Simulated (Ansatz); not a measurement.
## An inverse problem

Cell vectors (Å):

```
 2.9029  0.0000  0.0000
-1.4514  2.5140  0.0000
 0.0000  0.0000  4.7513
```

```json
{"atom": "X", "a": "0.3333", "b": "0.6667", "c": "0.2500"}
{"atom": "X", "a": "0.6667", "b": "0.3333", "c": "0.7500"}
```

These are results of r²SCAN, PAW on Ansatz 0.2.0's default frozen-core files (fitted under PBE), scalar-relativistic, not measurements. k mesh 16×16×10, strains of ±0.005, Fermi-Dirac smearing of 0.100 eV.

Elastic constants of a crystal by Kohn-Sham DFT: slopes of the stress over finite engineering strains of the given cell, Voigt indices, Cartesian axes as in the cell vectors.

| index | elastic (GPa) |
| --- | --- |
| 11 | 144 |
| 12 | 90.2 |
| 13 | 72.1 |
| 33 | 163.8 |
| 44 | 25.9 |

Task: All X atoms are one element. Which one was computed?

Result: Ag; the crystal is Ag (P6_3/mmc, a database entry that needn't be its stable phase).

Known limits: frozen-core PAW files fitted under PBE, their cores solved anew for the functional of the run; responses of metals move with mesh and smearing; elastic stability says nothing of phonons or of other phases.
